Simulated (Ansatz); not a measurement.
Input:

SrAl2H2:
```
CELL_PARAMETERS angstrom
      4.52202     0.00000     0.00000
     -2.26101     3.91618     0.00000
      0.00000     0.00000     4.76691
ATOMIC_POSITIONS crystal
  H  0.33333 0.66667 0.10294
  H  0.66667 0.33333 0.89706
  Al 0.33333 0.66667 0.45924
  Al 0.66667 0.33333 0.54076
  Sr 0.00000 0.00000 0.00000
```

This is the r²SCAN-relaxed structure.

**Question.** All from r²SCAN (plane waves, PAW; program Ansatz), unless another level is named. Give the electronic character.

**Answer.** metallic (no gap).

**Question.** Give the density of states at the Fermi level.

**Answer.** 0.04 states/eV per atom (mean over ±0.08 eV).

**Question.** What about the formation energy from the elements (no fitted shifts)?

**Answer.** -0.38 eV/atom.

Space group P-3m1. The workflow started from an entry of the Crystallography Open Database (COD). Its standing as an ambient phase is unchecked. The cell was relaxed with r²SCAN under the symmetry of its start; its stability against distortions is not shown here. The references are the lowest solids computed at this level, not always the standard phases (solids in place of the gases). Scalar-relativistic: spin–orbit coupling is off unless named, which matters more the heavier the elements.

Potentials: the later of the program's two PAW sets.
